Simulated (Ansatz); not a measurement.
Sb$_{2}$W (Cmc2_1), relaxed with PBE (Ansatz, a program for electronic structure, plane waves, PAW): a = 3.4126 Å, b = 12.9756 Å, c = 6.0128 Å, α = β = γ = 90.00°.

| Quantity | Result |
|---|---|
| ΔH_f (eV/atom) | 0.37 |

Question: The same phase is relaxed and computed with r²SCAN in the same code. What are the cell and these values now?

Answer: a = 3.4425 Å, b = 12.8493 Å, c = 5.9296 Å, α = β = γ = 90.00°.

ΔH_f (eV/atom): 0.37

Typed or built starts, not in the databases checked: Sb2W, Cmc2_1 (W on 4a, Sb on 4a, Sb on 4a). All cells were relaxed under the symmetry of their starts (and spin orders); stability against distortions was not tested throughout. Rows with no word on spin ran without spin polarisation. Scalar-relativistic: spin–orbit coupling is off unless named, which matters more the heavier the elements.

Potentials: the later of the program's two PAW sets.

Ansatz is a plane-wave DFT program.

Formation energies count from the lowest solids of the elements computed at the same level, not from gases.
